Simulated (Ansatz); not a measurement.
Values for one crystal, relaxed and computed with LDA in the plane-wave PAW code Ansatz; other levels are named.

| Item | Result |
|---|---|
| Volume per atom | 9.72 Å³ |
| Band gap | 3.40 eV (indirect) |
| Valence-band maximum | off the standard path, at k = (0.156, 0.156, -0.078) |
| Zone-centre stability | no imaginary mode at Γ |
| Mechanical stability | stable (all eigenvalues of C positive) |
| Vibrational entropy at 300 K | 10.8 J/(K·mol of atoms) |
| Pressure derivative B′ | 3.5 |

Q: Which of these materials gives this?
(A) MgH2, rutile
(B) Li2O, anti-fluorite
(C) MgF2, rutile
(D) Be2C, fluorite or antifluorite type

A: A, MgH2, rutile

Space group P4_2/mnm (rutile). The cell was relaxed with LDA under the symmetry of its start.

Potentials: the later of the program's two PAW sets.
